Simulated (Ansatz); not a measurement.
## Electric field gradients in CaGe2Pd2

Level of theory: DFT PBEsol, scalar-relativistic, plane waves, PAW in Ansatz. Cutoff 420 eV, 12×12×12 k-points (Γ-centred), Fermi-Dirac smearing of 0.15 eV. No spin polarisation.

The cell, relaxed at this level:
```
CELL_PARAMETERS angstrom
-2.13035 2.13035 5.06600
2.13035 -2.13035 5.06600
2.13035 2.13035 -5.06600
ATOMIC_POSITIONS crystal
Ca 0.00000 0.00000 0.00000
Ge 0.37689 0.37689 0.00000
Ge 0.62311 0.62311 0.00000
Pd 0.75000 0.25000 0.50000
Pd 0.25000 0.75000 0.50000
```

In a metal these results depend on the k mesh and the smearing. Spin–orbit coupling is left out, which matters for gradients at heavy nuclei.

Question: Give V_zz (10²¹ V/m²) and the asymmetry η at each distinct site.

Answer:
| atom | V_zz | η |
| --- | --- | --- |
| Ca (atom 1) | -0.753 | 0.00 |
| Ge (atom 2) | 3.52 | 0.00 |
| Pd (atom 4) | 1.48 | 0.00 |

Whether CaGe2Pd2 exists in this form wasn't checked.

Cost: 1 run of about 0.52 core-minutes, on Intel Xeon Platinum 8223CL (Skylake/Cascade Lake) (shared hosts).